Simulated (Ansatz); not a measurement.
Ansatz (a first-principles code) input:

Ansatz 0.2 input:
```yaml
crystal:
  lattice:
    - [3.0530238018, 0.0, 0.0]
    - [-1.5265119009, 2.6439961707, 0.0]
    - [0.0, 0.0, 5.0027642508]
  atoms:
    - { symbol: Li, position: [0.3333333333, 0.6666666667, 0.25] }
    - { symbol: Li, position: [0.6666666667, 0.3333333333, 0.75] }
kpoints:
  mp_grid: { grid: [20, 20, 9] }
hamiltonian:
  xc: pbesol
  pseudopotentials: { kind: paw }
scf:
  occupations: { method: fermi_dirac, width: 0.1 }
phonons:
  method: dfpt
  response_accuracy: low
  qmesh: [5, 5, 3]
  interpolated_qmesh: [20, 20, 11]
  dielectric: false
  rigid_motions: translations
  temperatures: { t_max: 1000, t_step: 50 }
  qpath:
    path:
      - [[0.0, 0.0, 0.0], [0.5, 0.0, 0.0], [0.3333333333, 0.3333333333, 0.0], [0.0, 0.0, 0.0], [0.0, 0.0, 0.5], [0.5, 0.0, 0.5], [0.3333333333, 0.3333333333, 0.5], [0.0, 0.0, 0.5]]  # Γ-M-K-Γ-A-L-H-A
      - [[0.5, 0.0, 0.5], [0.5, 0.0, 0.0]]  # L-M
      - [[0.3333333333, 0.3333333333, 0.5], [0.3333333333, 0.3333333333, 0.0]]  # H-K
    npoints: 9
```

Output (shortened):

```
Pseudopotential: Li, paw, valence charge 3
Functional definition: PBEsol
Crystal: 2 atoms, lattice volume = 40.383 Å³
Basis set: ecut = 420 eV, 785 PW (Γ), exchange–correlation on 48×48×72 points (8 copies of the dense FFT grid, shifted against one another)
Bands: 7, of which v1, the nominal top of the filled ones, is band 3 counted from 1 (2 counted from 0)
Symmetry: 24 space group operations
k-points: 220 of 3600
SCF iter   1: F=—  HF=-406.015946 eV  |F-HF|=—  |Δ(HF+E_count)|=         —  Δρ=1.53e-3  dr2=3.26e-4  ethr=1.77e-3  ⟨swp⟩=4.0  Hψ=10534  notcnv=0
preconditioner: auto → none
SCF iter   2: F=—  HF=-406.014855 eV  |F-HF|=—  |Δ(HF+E_count)|=   1.09e-3  Δρ=6.93e-4  dr2=8.19e-5  ethr=5.43e-6  ⟨swp⟩=2.1  Hψ=3857  notcnv=0
SCF iter   3: F=—  HF=-406.014646 eV  |F-HF|=—  |Δ(HF+E_count)|=   2.09e-4  Δρ=4.41e-5  dr2=9.69e-7  ethr=1.37e-6  ⟨swp⟩=2.0  Hψ=2196  notcnv=0
SCF iter   4: F=—  HF=-406.014646 eV  |F-HF|=—  |Δ(HF+E_count)|=   2.28e-7  Δρ=2.64e-6  dr2=9.31e-10  ethr=1.62e-8  ⟨swp⟩=2.0  Hψ=2015  notcnv=0
SCF iter   5: F=—  HF=-406.014646 eV  |F-HF|=—  |Δ(HF+E_count)|=   2.52e-9  Δρ=1.12e-7  dr2=3.17e-12  ethr=1.55e-11  ⟨swp⟩=2.0  Hψ=2257  notcnv=0
SCF iter   6: F=-406.014646 eV  HF=-406.014646 eV  |F-HF|=5.68e-14  |Δ(HF+E_count)|=  1.55e-11  Δρ=1.37e-9  dr2=6.22e-16  ethr=1.00e-12  ⟨swp⟩=4.0  Hψ=4317  notcnv=0
SCF 1 converged in 6 iterations: F = -406.014646 eV  dr2 = 6.22e-16
NSCF: frozen V_eff on 220 k-points
NSCF: frozen V_eff on 555 k-points
DFPT response loops at q = (0, 0, 0) (fractional): preconditioner auto → Kerker (q_TF=auto, 1.986 Å⁻¹) (partly filled bands, converged f_vac=0.000) …
NSCF: frozen V_eff on 1998 k-points
DFPT response loops at q = (0, 0, 0.3333333333333333) (fractional): mixed as the last ones told, above
NSCF: frozen V_eff on 2100 k-points
DFPT response loops at q = (0, 0.2, 0) (fractional): mixed as the last ones told, above
NSCF: frozen V_eff on 3780 k-points
DFPT response loops at q = (0, 0.2, 0.3333333333333333) (fractional): mixed as the last ones told, above
NSCF: frozen V_eff on 2100 k-points
DFPT response loops at q = (0, 0.4, 0) (fractional): mixed as the last ones told, above
NSCF: frozen V_eff on 3780 k-points
DFPT response loops at q = (0, 0.4, 0.3333333333333333) (fractional): mixed as the last ones told, above
NSCF: frozen V_eff on 4000 k-points
DFPT response loops at q = (0.2, 0.2, 0) (fractional): mixed as the last ones told, above
NSCF: frozen V_eff on 7200 k-points
DFPT response loops at q = (0.2, 0.2, 0.3333333333333333) (fractional): mixed as the last ones told, above
NSCF: frozen V_eff on 2100 k-points
DFPT response loops at q = (0.2, 0.4, 0) (fractional): mixed as the last ones told, above
NSCF: frozen V_eff on 3780 k-points
DFPT response loops at q = (0.2, 0.4, 0.3333333333333333) (fractional): mixed as the last ones told, above
SCF converged after 6 iterations
Free energy (F): -406.014646 eV
Harris-Foulkes:  -406.014646 eV  (|F-HF|=5.68e-14)
Internal energy: -405.983479 eV  (E = F + TS)
E sigma→0 (E₀):  -405.999063 eV
Entropy (-TS):   -0.031167 eV (-15.583 meV/atom)
Fermi energy:    1.027393 eV
--- Per-component energies (eV) ---
  E_band       = -180.209601
  E_kinetic    = 42.377823
  E_local      = -263.733459  (includes V_loc(G=0)·N_el)
  E_nonlocal   = -66.391208
  E_hartree    = 78.191025
  E_xc         = -19.793068
  E_vxc        = -25.626731  (∫ρ·V_xc dr)
  E_paw        = -39.179890  (= ΣΔE_a)
  E_vpaw       = -23.218091  (= ΣTr[D̂ρ^β])
  E_aug_tail   = 0.000016  (compensation charges beyond the density's cutoff)
  E_ewald      = -137.454718
  E_smearing   = -0.031167  (= −TS)
  E_closure    = 0.000000  (closes the sum)
  Σ components = -406.014646   (vs F -406.014646, Δ=0.00e0)
  [band-id]    e_kinetic+e_local+e_nonlocal+2·e_hartree+e_vxc+e_vpaw+e_augmentation_tail = -180.209601   (vs E_band -180.209601, Δ=-3.11e-7)
--- Band table (eV; the first three rows and the last of 220) ---
  k-point 0: bands = ["-44.8972", "-44.8781", "-2.5358", "0.9981", "3.9376", "13.6046", "13.6046"]
  k-point 1: bands = ["-44.8966", "-44.8787", "-2.4809", "0.6921", "4.3759", "13.6589", "13.6589"]
  k-point 2: bands = ["-44.8950", "-44.8804", "-2.3159", "0.0686", "5.3949", "13.2487", "13.8173"]
  k-point 219: bands = ["-44.8733", "-44.8731", "3.0002", "3.0842", "3.7415", "4.2244", "7.2997"]
--- Phonons (Γ-DFPT): 2 representative perturbations + reference (Σ response iterations 6) ---
  ASR residual: 8.057e-6 → 0.000e0 eV/Å²; symmetrization residual: 9.237e-14 eV/Å²
  ASR residual per site (eV/Å²): 8.06e-6 8.06e-6
  Γ frequencies (cm⁻¹): 0.00 0.00 0.00 122.37 122.37 318.64
  non-analytic LO–TO correction: not included (Born effective charges unavailable; polar crystals …
--- Phonons (arbitrary-q DFPT): 10 irreducible q on the 5×5×3 mesh ---
  q = [0.0000, 0.0000, 0.0000] (star 1, of the zone-centre solve; hermiticity 8.27e-15, symmetrization 7.12e-14):  0.00 0.00 0.00 122.37 122.37 318.64
  q = [0.0000, 0.0000, 0.3333] (star 2, 2 solved perturbations in 1395 linear systems a pass and spin channel, the states on 999 of 3600 k-point pairs; hermiticity 5.86e-10, symmetrization 1.05e-10): 61.58 61.58 105.43 105.43 162.71 279.99
  q = [0.0000, 0.2000, 0.0000] (star 6, 3 solved perturbations on 1050 of 3600 k-point pairs; hermiticity 2.28e-6, symmetrization 7.58e-14): 70.37 75.10 154.37 172.69 238.78 309.93
  q = [0.0000, 0.2000, 0.3333] (star 12, 3 solved perturbations on 1890 of 3600 k-point pairs; hermiticity 1.73e-6, symmetrization 4.14e-14): 100.01 144.88 149.65 199.30 222.41 278.26
  q = [0.0000, 0.4000, 0.0000] (star 6, 3 solved perturbations on 1050 of 3600 k-point pairs; hermiticity 6.98e-7, symmetrization 1.24e-14): 120.29 165.80 232.53 286.07 299.35 316.57
  q = [0.0000, 0.4000, 0.3333] (star 12, 3 solved perturbations on 1890 of 3600 k-point pairs; hermiticity 6.92e-7, symmetrization 1.28e-14): 145.64 159.88 207.06 235.85 309.98 321.88
  q = [0.2000, 0.2000, 0.0000] (star 6, 2 solved perturbations in 3050 linear systems a pass and spin channel, the states on 2000 of 3600 k-point pairs; hermiticity 2.65e-7, symmetrization 3.28e-11): 146.77 176.05 211.79 258.26 295.52 298.30
  q = [0.2000, 0.2000, 0.3333] (star 12, 2 solved perturbations in 5490 linear systems a pass and spin channel, the states on 3600 of 3600 k-point pairs; hermiticity 1.22e-6, symmetrization 1.47e-11): 132.15 183.82 237.64 256.75 272.31 304.60
  q = [0.2000, 0.4000, 0.0000] (star 6, 3 solved perturbations on 1050 of 3600 k-point pairs; hermiticity 2.31e-7, symmetrization 7.42e-12): 210.29 214.83 270.37 281.45 301.80 306.19
  q = [0.2000, 0.4000, 0.3333] (star 12, 3 solved perturbations on 1890 of 3600 k-point pairs; hermiticity 4.24e-7, symmetrization 5.78e-11): 153.90 197.77 248.89 268.81 317.14 324.46
  sum rule: each row above includes the acoustic sum rule's correction from the zone centre's row sums; it moved no ω² by more than (0.56 cm⁻¹)²
  mesh force constants: q→R imaginary residual 1.12e-16; ASR residual 8.057e-6 → 0.000e0 eV/Å²; symmetrization residual 1.776e-15 eV/Å²
  interpolated dispersion: 84 rows × 6 modes
  density of states and harmonic sums: on the 20×20×11 q-mesh, interpolated from the force constants of a 5×5×3 supercell (no non-analytic term)
  largest difference from the sums on the solved wave vectors: F 9.13e-3 eV, S 1.25e-5 and C_V 3.39e-6 eV/K
  zero-point energy: 0.082008 eV/cell   skipped modes (ω ≤ 0): 3   left out of the sums: 1.14e-4 of the cell's modes …
```

Cost: roughly 10 core-minutes on shared cores.

Space group P6_3/mmc (hcp (Mg type)). The first step of the workflow began from a Materials Project structure, measured or hypothetical; the Crystallography Open Database files this formula in space group No. 194, but the cells were not matched. It is not the phase usual at ambient conditions (space group No. 229). Symmetry was held in the PBEsol relaxation. As this level gives no gap, phonon frequencies hold no LO–TO term and depend on the k-mesh and smearing (Fermi–Dirac, 0.1 eV here).

Potentials: the later of the program's two PAW sets.

Ansatz is a plane-wave DFT program.
